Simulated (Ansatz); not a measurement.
Total density of states per atom from the program Ansatz at the LDA level (PAW), in 0.25 eV bins, energy from the valence-band maximum:

(E (eV), states/eV/atom): (-7.85, 0.00); (-7.60, 0.00); (-7.35, 0.00); (-7.10, 0.00); (-6.85, 0.00); (-6.60, 0.00); (-6.35, 0.00); (-6.10, 0.00); (-5.85, 0.00); (-5.60, 0.00); (-5.35, 0.00); (-5.10, 0.39); (-4.85, 0.76); (-4.60, 0.57); (-4.35, 0.32); (-4.10, 0.40); (-3.85, 0.49); (-3.60, 0.32); (-3.35, 0.97); (-3.10, 1.39); (-2.85, 0.79); (-2.60, 0.00); (-2.35, 0.22); (-2.10, 0.56); (-1.85, 0.93); (-1.60, 1.21); (-1.35, 1.04); (-1.10, 1.23); (-0.85, 1.20); (-0.60, 0.99); (-0.35, 0.37); (-0.10, 0.25); (0.15, 0.00); (0.40, 0.00); (0.65, 0.27); (0.90, 0.58); (1.15, 0.69); (1.40, 0.46); (1.65, 0.48); (1.90, 0.47); (2.15, 0.33); (2.40, 0.25); (2.65, 0.48); (2.90, 0.67); (3.15, 0.56); (3.40, 0.79); (3.65, 0.78); (3.90, 0.85); (4.15, 0.74); (4.40, 0.94); (4.65, 0.99); (4.90, 0.90); (5.15, 0.96); (5.40, 0.75)

Q: Pick the material that matches.
A. Rb2InAgF6, Fm-3m (Rb on 8c, In on 4a, Ag on 4b, F on 24e)
B. Rb2NiP2, Cmcm (Rb on 4c, Rb on 4c, Ni on 4a, P on 8g)
C. TaS2, P6_3/mmc (Ta on 2c, S on 4f)
D. HgSe, zinc blende

A: B, Rb2NiP2, Cmcm (Rb on 4c, Rb on 4c, Ni on 4a, P on 8g). Top 1 eV of the valence band: Ni 3d 66 %, P 3p 27 %. Bottom 1 eV of the conduction band: P 3p 53 %, Ni 3d 14 %, Rb 5s 8 %, outside the projected shells 21 %. Projections are on Löwdin-orthogonalised atomic valence shells; empty p or d shells of many metals are not among them.

The first step of the workflow began from a Materials Project structure, measured or hypothetical; the Crystallography Open Database copy checked does not list it. Its standing as an ambient phase is unchecked. The cell was relaxed with LDA under the symmetry of its start; phonons on a q-mesh show no instability. No spin polarisation was allowed. Scalar-relativistic: spin–orbit coupling is off unless named, which matters more the heavier the elements.

Potentials: the later of the program's two PAW sets.
